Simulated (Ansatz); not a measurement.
SnSe (rock salt)

```
CELL_PARAMETERS angstrom
      0.00000     2.97477     2.97477
      2.97477     0.00000     2.97477
      2.97477     2.97477     0.00000
ATOMIC_POSITIONS crystal
  Sn 0.00000 0.00000 0.00000
  Se 0.50000 0.50000 0.50000
```

The slice is a {111} plane (indices of the conventional cell) through the point (0.000, 0.000, 0.000) (fractional), spanned by u = [100] and v = [-1 2 0] in vectors of this cell: u (4.21 Å) and v (7.29 Å, at 90° to u). It covers one period; positions are fractions (u, v).

Level of theory: PBEsol (plane waves to 420 eV, PAW, scalar-relativistic; Ansatz, a program for electronic structure). k mesh 10×10×10. Inside the PAW spheres the values are not all-electron values, and peaks at nuclei hang on which shells count as valence. SnSe was relaxed with its symmetry unable to fall. This is one of several known forms of SnSe; the measured ambient cells at hand have space group No. 62.

Predict the map of the density of the highest valence band (whole band, smooth part) on the slice.


```
v \ u   0.00   0.08   0.17   0.25   0.33   0.42   0.50   0.58   0.67   0.75   0.83   0.92
-----  -----  -----  -----  -----  -----  -----  -----  -----  -----  -----  -----  -----
0.90   0.079  0.078  0.063  0.036  0.019  0.014  0.013  0.014  0.019  0.036  0.063  0.078
0.75   0.015  0.014  0.012  0.011  0.012  0.014  0.015  0.014  0.012  0.011  0.012  0.014
0.60   0.013  0.014  0.019  0.036  0.063  0.078  0.079  0.078  0.063  0.036  0.019  0.014
0.45   0.011  0.014  0.025  0.052  0.078  0.066  0.052  0.066  0.078  0.052  0.025  0.014
0.30   0.014  0.013  0.012  0.013  0.017  0.022  0.025  0.022  0.017  0.013  0.012  0.013
0.15   0.055  0.049  0.034  0.021  0.015  0.014  0.015  0.014  0.015  0.021  0.034  0.049
0.00   0.021  0.050  0.078  0.059  0.027  0.013  0.011  0.013  0.027  0.059  0.078  0.050
```

Values: density of the highest valence band (whole band, smooth part) in e/Å³.
